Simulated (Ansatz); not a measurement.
In the program Ansatz at the PBE level (PAW), AlP in the CsCl type structure (Pm-3m) relaxes to a = 3.119 Å. P has 8 nearest neighbours from 2.70 Å (cubic). Against the elements it lies at 0.11 eV/atom, with no fitted shifts.

Electronic character: metallic (no gap).

An equation-of-state fit gives a bulk modulus of 90.5 GPa.

The start of the workflow was typed in or built on a structure type; neither database checked (COD, Materials Project) lists it. It is not the phase usual at ambient conditions (space group No. 216). The PBE relaxation kept the symmetry of its start; its stability against distortions is not shown here. The volume moved by 20 % from the start of the relaxation. The references are the lowest solids computed at this level, not always the standard phases.

Potentials: the later of the program's two PAW sets.
